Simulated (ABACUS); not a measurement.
ABACUS run on GeTe(PbSe)₂ (P3m1, 6 atoms in the cell; from Materials Project mp-1224368, changed as shown): self-consistent single point.

Level of theory: PBEsol, PseudoDojo 0.4 standard norm-conserving PBEsol (tails mended) pseudopotentials (plane waves; ABACUS 3.10.1).

The change in words: volume scaled by 1.01. Reference geometry (P3m1):
```
CELL_PARAMETERS angstrom
      4.40219     0.00000     0.00000
     -2.20109     3.81241     0.00000
      0.00000     0.00000    11.03868
ATOMIC_POSITIONS crystal
  Ge 0.00000 0.00000 0.00620
  Te 0.66667 0.33333 0.86465
  Pb 0.66667 0.33333 0.31332
  Pb 0.33333 0.66667 0.65422
  Se 0.33333 0.66667 0.16037
  Se 0.00000 0.00000 0.50123
```

Reference input (self-consistent single point, DFT, PBEsol, plane waves, PseudoDojo 0.4 standard norm-conserving PBEsol (tails mended) pseudopotentials): KPT = MP 5 5 1 0 0 0; basis_type = pw; dft_functional = PBESOL; ecutwfc = 86 Ry; smearing_method = gaussian; smearing_sigma = 0.00367493 Ry; potentials = PseudoDojo 0.4 standard norm-conserving PBEsol (tails mended); symmetry = 1; symmetry_prec = 1e-05; ks_solver = dav; scf_nmax = 100; scf_thr = 1.0e-09 Ry. This run's input differs from it in these lines:

```diff
@@ -31,5 +31,5 @@
 LATTICE_VECTORS
-   4.4021880000    0.0000000000    0.0000000000
-  -2.2010940000    3.8124070000    0.0000000000
-   0.0000000000    0.0000000000   11.0386810000
+   4.4168120000    0.0000000000    0.0000000000
+  -2.2084060000    3.8250720000    0.0000000000
+   0.0000000000    0.0000000000   11.0753510000
 
@@ -41,3 +41,3 @@
 1
-   0.0000000000    0.0000000000    0.1293325200
+   0.0000000000    0.0000000000    0.1297621568
 
@@ -46,3 +46,3 @@
 1
-   4.1594689940    2.4014659671   18.0366715157
+   4.1732866853    2.4094437529   18.0965885243
 
@@ -51,4 +51,4 @@
 2
-   4.1594689940    2.4014659671    6.5358814772
-  -0.0000041595    4.8029391385   13.6470840675
+   4.1732866853    2.4094437529    6.5575933805
+  -0.0000041733    4.8188947341   13.6924190648
 
@@ -57,4 +57,4 @@
 2
-  -0.0000041595    4.8029391385    3.3453316498
-   0.0000000000    0.0000000000   10.4556998367
+  -0.0000041733    4.8188947341    3.3564446905
+   0.0000000000    0.0000000000   10.4904331996
 # file: KPT
```

Output (repeated stretches shortened):

```
 SELF-CONSISTENT
 -------------------------------------------
                                 init_chg = atomic

 PW ALGORITHM --------------- ION=   1  ELEC=   1--------------------------------

 Notice: Threshold on eigenvalues was too large.

 Density error is 0.180539484801
                          Error Threshold = 0.000206616714883
 E_KohnSham     -1151.2481833282     -15663.5351054125
 E_Fermi        0.5988151647         8.1472982888

 PW ALGORITHM --------------- ION=   1  ELEC=   2--------------------------------

 Density error is 0.0492968532388
                          Error Threshold = 0.000200599427557
   [... lines left out ...]

 Density error is 2.77365777743e-09
                          Error Threshold = 2.80408142787e-11
 E_KohnSham     -1151.3020366334     -15664.2678172193
 E_Fermi        0.6042905633         8.2217949081

 PW ALGORITHM --------------- ION=   1  ELEC=  10--------------------------------

 Density error is 5.38445071479e-10
                          Error Threshold = 3.08184197492e-12
 E_KohnSham     -1151.3020366339     -15664.2678172258
 E_KS(sigma->0) -1151.3020366339     -15664.2678172258
 E_entropy(-TS) -0.0000000000        -0.0000000000
 E_Fermi        0.6042930587         8.2218288603
 charge density convergence is achieved
 final etot is -15664.267817 eV
 EFERMI = 8.2218288603 eV

 STATE ENERGY(eV) AND OCCUPATIONS    NSPIN == 1
   [... 52 lines left out ...]

 TOTAL-FORCE (eV/Angstrom)
                       Ge1         0.0000000000         0.0000000000        -0.1735504981
                       Te1         0.0000000000         0.0000000000         0.0977054123
                       Pb1         0.0000000000         0.0000000000        -0.1761138603
                       Pb2         0.0000000000         0.0000000000        -0.1947990342
                       Se1         0.0000000000         0.0000000000         0.2464230234
                       Se2         0.0000000000         0.0000000000         0.2003349568

 TOTAL-STRESS (KBAR)
       -49.1333286619        -0.0000000000         0.0000000000
         0.0000000000       -49.1333131384         0.0000000000
         0.0000000000         0.0000000000       -50.7234567672
 TOTAL-PRESSURE: -49.663366 KBAR

 --------------------------------------------
 !FINAL_ETOT_IS -15664.2678172258274572 eV
 --------------------------------------------
```

The run converged in 10 iterations. Against the reference run the free energy goes up by 9.3 meV/atom, the pressure goes from -4.66 to -4.97 GPa and the largest force goes from 0.231 to 0.246 eV/Å.

Spin-orbit coupling is left out, which matters for bands and gaps with elements this heavy. The structure comes from a collection of computed structures, made at another level of theory; the collection holds predicted forms beside known ones. Its lattice was then scaled.

Cost on one core: about 2.1 core-minutes (a rough figure).

“Tails mended”: in these copies of the files the far tail of each local potential was reset to the Coulomb form.
